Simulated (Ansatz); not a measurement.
GaPO$_{4}$:
```cif
data_Ga3O12P3
_chemical_formula_sum 'Ga3 P3 O12'
_space_group_name_H-M_alt 'P3121'
_space_group_IT_number 152
_space_group_name_Hall 'P 31 2"'
_cell_length_a 4.90533
_cell_length_b 4.90533
_cell_length_c 11.08115
_cell_angle_alpha 90.000
_cell_angle_beta 90.000
_cell_angle_gamma 120.000
loop_
_atom_site_label
_atom_site_type_symbol
_atom_site_symmetry_multiplicity
_atom_site_Wyckoff_symbol
_atom_site_fract_x
_atom_site_fract_y
_atom_site_fract_z
_atom_site_occupancy
Ga1 Ga 3 b 0.54373 0.54373 0.50000 1
P1 P 3 a 0.54388 0.54388 0.00000 1
O1 O 6 c 0.40846 0.27377 0.37171 1
O2 O 6 c 0.31884 0.40790 0.10783 1
```

Relaxed with r²SCAN. r²SCAN (plane waves, PAW; program Ansatz) gives a gap of 5.42 eV.

**Question.** What gap does HSE06 give on the same cell (Ansatz, PAW)?

**Answer.** 6.69 eV, 1.27 eV more. The hybrid was solved on a coarser mesh and at special points; the gap given is the minimum over both.

```csv
k,v1 r²SCAN,c1 r²SCAN,v1 HSE06,c1 HSE06
Γ,-0.10,5.42,-0.11,6.69
A,-0.10,5.99,___,___
K,0.00,7.57,0.00,8.92
H,-0.10,7.57,___,___
M,-0.01,7.36,___,___
L,-0.02,7.36,___,___
```

**Question.** Top valence (v1) and lowest conduction level (c1) in eV from each method's valence maximum (which need not be a listed point): supply the withheld HSE06 values.

**Answer.** 
- A, v1 HSE06: -0.12
- A, c1 HSE06: 7.27
- L, v1 HSE06: -0.02
- L, c1 HSE06: 8.69
- H, v1 HSE06: -0.11
- H, c1 HSE06: 8.91
- M, v1 HSE06: 0.00
- M, c1 HSE06: 8.70

Cost on shared cores: the r²SCAN run (SCF on a 7×7×3 mesh, then bands and DOS) about 7 core-minutes (a rough figure), the HSE06 run (SCF on 4×4×2, then a few points) very roughly 6 core-minutes; the tasks are unlike.

Space group P3_121. The first step of the workflow began from a Materials Project structure, measured or hypothetical; the Crystallography Open Database files this formula in space group No. 152, but the cells were not matched. Its standing as an ambient phase is unchecked. Symmetry was held in the r²SCAN relaxation; its stability against distortions is not shown here. Spin–orbit coupling is left out wherever it is not named.

Potentials: the earlier of the program's two PAW sets. The files were generated under PBE; for other functionals the program regenerates the frozen cores, and for LDA and PBEsol the local potential too.
